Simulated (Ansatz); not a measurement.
**Phonons of FePt**

Computed with Ansatz (plane waves, PAW, 420 eV cutoff): PBEsol, scalar-relativistic, collinear spin, Gaussian smearing of 0.15 eV. The datasets are Ansatz's generated set soft_2.

```yaml
crystal:
  lattice:
    - [2.68836, 0.00000, 0.00000]
    - [0.00000, 2.68836, 0.00000]
    - [0.00000, 0.00000, 3.71218]
  atoms:
    - { symbol: Fe, position: [0.50000, 0.50000, 0.50000] }
    - { symbol: Pt, position: [0.00000, 0.00000, 0.00000] }
```

The chain of runs began from a cell as deposited in COD, expanded in volume.

Moments typed, the run going on from the state of an earlier one (μB, in the order of the atoms): 3.17, 0.0.

The spin moment ends at 3.22 μB for each cell as shown.

Force constants come from finite displacements in a 3×3×2 supercell (the unit cell's 12×12×10 k-mesh, folded to it); the long-range dipole term is not included. Points in reciprocal vectors of this cell: Γ = (0.000, 0.000, 0.000), X = (0.000, 0.500, 0.000), M = (0.500, 0.500, 0.000), Z = (0.000, 0.000, 0.500), R = (0.000, 0.500, 0.500), A = (0.500, 0.500, 0.500).

Frequencies at the named points (cm⁻¹, imaginary ones negative):
```tsv
point	ω (cm⁻¹)
Γ	0 0 0 167 167 240
X	86 99 179 189 197 242
M	89 159 159 214 218 218
Z	78 78 125 177 177 270
R	45 83 146 150 197 248
A	102 193 193 199 199 249
```

Q: Is the structure dynamically stable along this path, and where does the spectrum end?

A: Yes: no branch is imaginary beyond numerical noise. The highest frequency is 270 cm⁻¹, at Z. Points that don't fit the supercell are interpolated.

Q: What does the harmonic approximation give for the vibrational free energy, entropy and heat capacity?

A: Zero-point energy 29.7 meV/atom.
| T (K) | F_vib (meV/atom) | S (J/K per mole of atoms) | C_V (J/K per mole of atoms) |
| --- | --- | --- | --- |
| 100 | 25.5 | 11.3 | 16.3 |
| 200 | 6.3 | 24.9 | 22.2 |
| 300 | -24.6 | 34.2 | 23.6 |
| 400 | -63.7 | 41.1 | 24.2 |
| 500 | -109.2 | 46.5 | 24.5 |
| 600 | -159.8 | 51.0 | 24.6 |
| 700 | -214.7 | 54.8 | 24.7 |
| 800 | -273.2 | 58.1 | 24.8 |
| 900 | -334.9 | 61.0 | 24.8 |
| 1000 | -399.5 | 63.6 | 24.8 |

The highest mode, 270 cm⁻¹, is worth 390 K. At 300 K the heat capacity has reached 95 % of the classical limit 3R = 24.9 J/K per mole of atoms: a mode at k_BT already holds 92 % of its classical share, and one at 1.5 k_BT 83 %.

The crystal is a metal or nearly so; low and unstable modes depend on mesh and smearing.

Run time: 16 min on 4 threads of Intel(R) Xeon(R) 6975P-C (Granite Rapids), on a shared host, peak memory 6.1 GiB.

No spin–orbit coupling, a notable omission for heavy elements. Site moments are of spin, integrated over atomic spheres. Only parallel moments were tried, so the real magnetic order may be another.
